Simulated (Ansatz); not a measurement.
A relaxed cell of Mg₃Cd₂Se₅ is given with its symmetry left out. The cell was found from a structure generator's guess, not taken from experiment.

Method: Ansatz 0.2.0, DFT PBE, scalar-relativistic, plane waves, PAW. Cutoff 420 eV, Γ-centred mesh, Gaussian smearing, no spin polarisation.

```yaml
crystal:
  lattice:
    - [-1.98246, 1.98246, 14.04732]
    - [1.98246, -1.98246, 14.04732]
    - [1.98246, 1.98246, -14.04732]
  atoms:
    - { symbol: Mg, position: [0.90266, 0.90266, 0.00000] }
    - { symbol: Mg, position: [0.50000, 0.50000, 0.00000] }
    - { symbol: Mg, position: [0.09734, 0.09734, 0.00000] }
    - { symbol: Cd, position: [0.69901, 0.69901, 0.00000] }
    - { symbol: Cd, position: [0.30099, 0.30099, 0.00000] }
    - { symbol: Se, position: [0.80282, 0.80282, 0.00000] }
    - { symbol: Se, position: [0.40299, 0.40299, 0.00000] }
    - { symbol: Se, position: [0.00000, 0.00000, 0.00000] }
    - { symbol: Se, position: [0.59701, 0.59701, 0.00000] }
    - { symbol: Se, position: [0.19718, 0.19718, 0.00000] }
```

The zero of energy is the elements' standard structures at the same level; no fitted shifts are applied.

Q: What space group does it have?

A: I4/mmm (No. 139), with Mg and Cd ordered on rock salt sites. Conventional cell: a = 3.965 Å, c = 28.095 Å. Mg on a site of symmetry 4mm has 6 Se at 2.73–2.80 Å; around Mg on a site of symmetry 4/mmm lie 6 Se at 2.73–2.80 Å; around Cd lie 6 Se at 2.80–2.92 Å; Se on a site of symmetry 4mm is surrounded by 5 Cd at 2.80–2.92 Å and 1 Mg at 2.80 Å; 2 more sites not described.

Q: What is its formation energy per atom?

A: −0.926 eV/atom. A negative formation energy is needed for stability but isn't enough: competing phases decide.

Q: Is it a metal?

A: No, the gap on the 12×12×12 mesh is 0.33 eV.

The last run used a 12×12×12 mesh for its 10-atom cell and Gaussian smearing of 0.02 eV. Kohn–Sham gaps at this level usually fall short of measured ones. The reference form of Se is held partly by dispersion forces, which this level lacks. Small gaps are read on the mesh alone, and bands can cross between its points. A later test with randomly moved atoms came back to the same energy, though modes that don't fit the test's cell weren't probed.
